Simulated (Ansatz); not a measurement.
HfSi (CsCl type, Pm-3m) at seven volumes, PBE (plane waves, PAW; program Ansatz), scaled uniformly. One row is withheld.

```json
[
 {"V (Å³/atom)": "16.203", "P (GPa)": "13.98"},
 {"V (Å³/atom)": "16.738", "P (GPa)": "8.56"},
 {"V (Å³/atom)": "17.272", "P (GPa)": "3.91"},
 {"V (Å³/atom)": "17.806", "P (GPa)": "0.00"},
 {"V (Å³/atom)": "18.340", "P (GPa)": "?"},
 {"V (Å³/atom)": "18.874", "P (GPa)": "-6.49"},
 {"V (Å³/atom)": "19.408", "P (GPa)": "-9.13"}
]
```

Q: Fit the shown pressures and predict the withheld one.

A: Third-order Birch–Murnaghan: P = (3/2)B₀(x^(7/2) − x^(5/2))[1 + (3/4)(B′ − 4)(x − 1)] with x = (V₀/V)^(2/3). Least squares on the six rows gives V₀ = 17.799 Å³/atom, B₀ = 124.2 GPa, B′ = 3.82. At V = 18.340, x = 0.9802 and P = -3.51 GPa. The run itself gave -3.43 GPa.

A made-up cell: these elements were put on the sites of a structure type; neither database checked (COD, Materials Project) lists it. COD files the formula under space group No. 62. Its standing as an ambient phase is unchecked. The cell was relaxed with PBE under the symmetry of its start; whether a distortion lowers the energy is not shown. The run is not spin-polarised. Scalar-relativistic: spin–orbit coupling is off unless named, which matters more the heavier the elements.

Potentials: the earlier of the program's two PAW sets.
